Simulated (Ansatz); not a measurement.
A generator proposed this cell of Al3Ga2P5.

```cif
data_structure
_symmetry_space_group_name_H-M 'I-4m2'
_symmetry_Int_Tables_number 119
_cell_length_a 3.7344
_cell_length_b 3.7344
_cell_length_c 26.4060
_cell_angle_alpha 90.000
_cell_angle_beta 90.000
_cell_angle_gamma 90.000
_cell_volume 368.25
loop_
_atom_site_label
_atom_site_type_symbol
_atom_site_symmetry_multiplicity
_atom_site_Wyckoff_symbol
_atom_site_fract_x
_atom_site_fract_y
_atom_site_fract_z
_atom_site_occupancy
Al1 Al 4 e 0.50000 0.50000 0.40000 1
Al2 Al 2 b 0.50000 0.50000 0.00000 1
Ga1 Ga 4 e 0.50000 0.50000 0.20000 1
P1 P 4 f 0.50000 0.00000 0.45000 1
P2 P 4 f 0.00000 0.50000 0.15000 1
P3 P 2 d 0.50000 0.00000 0.25000 1
```

Level of theory: DFT PBE, scalar-relativistic, plane waves, PAW in Ansatz 0.2.0. Plane waves to 420 eV, a k mesh through Γ of 6×6×6 on the computed 10-atom cell and Gaussian smearing (0.10 eV); no spin polarisation.

Formation energies are uncorrected and refer to the elements' standard structures at the same level. The references include black phosphorus.

Question: What does a single point on this coarse mesh give?

Answer: The pressure is 13.2 GPa (the mean over three directions, positive in compression), the largest force is 0.04 eV/Å, and the energy is −0.46 eV/atom against the elements. The shortest distance is 2.29 Å.

Question: How much does it gain on relaxing, and where does it end?

Answer: Relaxing gains about 0.09 eV/atom in 8 ionic steps and ends at −0.552 eV/atom on the finer mesh. The symmetry stays I-4m2 (No. 119). The volume per atom grows by 13.4 %, from 18.4 to 20.9 Å³. The shortest distance goes from 2.29 Å (Al–P and Ga–P) to 2.38 Å (Al–P). Conventional cell: a = 3.894 Å, c = 27.532 Å. Al on a site of symmetry 2mm is surrounded by 4 P at 2.38 Å; Ga is surrounded by 4 P at 2.38–2.39 Å; P on a site of symmetry 2mm has 4 Al at 2.38 Å; 3 more sites not described.

The last run used a 10×10×10 mesh for its 10-atom cell and Gaussian smearing of 0.02 eV. The reference form of P is held partly by dispersion forces, which this level lacks. The relaxation can't lower the symmetry of the start. Symmetry constrained the relaxation, so the result can be a saddle point.
